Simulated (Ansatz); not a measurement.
EuBi (WC-type structure)

Method: r²SCAN, scalar-relativistic; collinear spin; PAW, 500 eV, Γ-centred 10×10×8 mesh, 0.05 eV Gaussian smearing; code Ansatz. The datasets are Ansatz's generated set soft_2.

```xyz
2
Lattice="4.2838 0.0000 0.0000 -2.1419 3.7099 0.0000 0.0000 0.0000 4.5526" Properties=species:S:1:pos:R:3 pbc="T T T"
Eu    0.0000    0.0000    0.0000
Bi    2.1419    1.2366    2.2763
```

This is a trial structure made by placing the elements on a prototype's sites, so it needn't be the stable form.

The geometry is fixed. Moments are started on Eu in several ways. q is the propagation vector of an order in a doubled cell, in units of this cell's reciprocal vectors; doubled cells take an equivalent mesh or are counted from a ferromagnetic run in the same cell, unless said otherwise. Energies count from the first row, the state in which the cell was relaxed.

(1) Rank the starts by the energy at which they end, lowest first (meV/atom from the last run of the relaxation).
A. ferromagnetic
B. antiparallel, q = (0, 1/2, 0)
C. antiparallel, q = (0, 0, 1/2)
D. no spin polarisation

Answer:

(1) C (-11.7), B (-5.1), A (0.0), D (3738.0).

| start | largest typed moment (μB) | ΔE (meV/atom) | gap on the mesh (eV) | P (GPa) | final spin moments (μB) |
| --- | --- | --- | --- | --- | --- |
| ferromagnetic | 7.48* | 0.0 | metal | -0.1 | Eu 6.80; Bi -0.09 |
| no spin polarisation | 0.00 | 3738.0 | metal | -2.4 | none |
| antiparallel, q = (0, 0, 1/2) | 6.00* | -11.7 | metal | -0.1 | Eu 6.86, -6.86 |
| antiparallel, q = (0, 1/2, 0) | 6.00* | -5.1 | metal | 0.0 | Eu 6.85, -6.85 |

A star marks runs that didn't start from the typed moments alone: the program put its own moment for the open shell in their place.

The row without spin polarisation prices the pairing of the open shell's electrons, not a magnetic ordering energy.

Only orders that fit these small cells were tried, so the real crystal's order may be another.

Without a U the 4f levels of Eu lie too near the Fermi level, so their share of the states there, and what hangs on it, is overstated. Spin–orbit coupling is left out. Site moments are of spin, integrated over atomic spheres.
